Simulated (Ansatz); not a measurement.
Input:

Cu$_{3}$Ge:
```yaml
crystal:
  lattice:
    - [2.66316, 0.00000, 0.00000]
    - [-1.33158, 2.30637, 0.00000]
    - [0.00000, 0.00000, 8.00134]
  atoms:
    - { symbol: Cu, position: [0.00000, 0.00000, 0.50000] }
    - { symbol: Cu, position: [0.66667, 0.33333, 0.74215] }
    - { symbol: Cu, position: [0.66667, 0.33333, 0.25785] }
    - { symbol: Ge, position: [0.00000, 0.00000, 0.00000] }
```

This is the LDA-relaxed structure.

Question: All from plane-wave PAW LDA (Ansatz code), unless another level is named. Predict the bulk modulus (Birch–Murnaghan fit).

Answer: 145 GPa.

Question: What about the highest zone-centre frequency?

Answer: 252 cm⁻¹.

Space group P-6m2. The workflow started from a Materials Project entry (that database holds measured and hypothetical structures alike); the Crystallography Open Database copy checked does not list it. Whether it is the stable phase at ambient conditions was not checked. Symmetry was held in the LDA relaxation; whether a distortion lowers the energy is not shown. The run is not spin-polarised. Its formation energy is positive at this level, so the cell may be metastable or incomplete. As this level gives no gap, phonon frequencies hold no LO–TO term and depend on the k-mesh and smearing (Fermi–Dirac, 0.1 eV here).

Potentials: the later of the program's two PAW sets.
